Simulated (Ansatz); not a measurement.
In (body-centred tetragonal, I4/mmm) is relaxed with the program Ansatz at the PBEsol level (PAW). What lattice parameters of the conventional cell result?

a = 3.195 Å, c = 4.998 Å.

Symmetry was held in the PBEsol relaxation. Axis ratios of metals converge slowly with the k-mesh, so a and c are less sure than the volume.

Potentials: the later of the program's two PAW sets.
